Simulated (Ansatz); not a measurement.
Given:

SbI3:
```cif
data_I18Sb6
_chemical_formula_sum 'Sb6 I18'
_space_group_name_H-M_alt 'R-3 :H'
_space_group_IT_number 148
_space_group_name_Hall '-R 3'
_cell_length_a 7.28268
_cell_length_b 7.28268
_cell_length_c 19.88119
_cell_angle_alpha 90.000
_cell_angle_beta 90.000
_cell_angle_gamma 120.000
loop_
_atom_site_label
_atom_site_type_symbol
_atom_site_symmetry_multiplicity
_atom_site_Wyckoff_symbol
_atom_site_fract_x
_atom_site_fract_y
_atom_site_fract_z
_atom_site_occupancy
Sb1 Sb 6 c 0.00000 0.00000 0.16686 1
I1 I 18 f 0.33632 0.00210 0.07823 1
```
(The calculation used a cell of 8 atoms; values per cell refer to that cell.)

This is the LDA-relaxed structure.

### Question
All from DFT-LDA in the program Ansatz with PAW potentials, unless another level is named. Give the electron effective mass.

### Answer
0.32, 0.32, 1.2 mₑ (principal values).

### Question
Next, the gap with spin–orbit coupling?

### Answer
1.47 eV.

### Question
And the band gap?

### Answer
1.87 eV (smallest direct gap 1.87 eV).

### Question
Give the hole effective mass with spin–orbit coupling.

### Answer
0.84, 3.0, 3.0 mₑ (principal values).

### Question
What about the hole effective mass?

### Answer
0.60, 1.1, 5.6 mₑ (principal values).

### Question
What about the conduction-band minimum?

### Answer
on the Γ–T line, 61 % of the way from Γ (2 equivalent valleys).

The first step of the workflow began from a Materials Project structure, measured or hypothetical; the Crystallography Open Database files this formula in space group No. 148, but the cells were not matched. Its standing as an ambient phase is unchecked. Symmetry was held in the LDA relaxation; its stability against distortions is not shown here. A crystal of weakly bound layers computed without a dispersion correction: the cell and the soft elastic constants depend strongly on that. Spin–orbit coupling is left out wherever it is not named.

Potentials: the later of the program's two PAW sets.
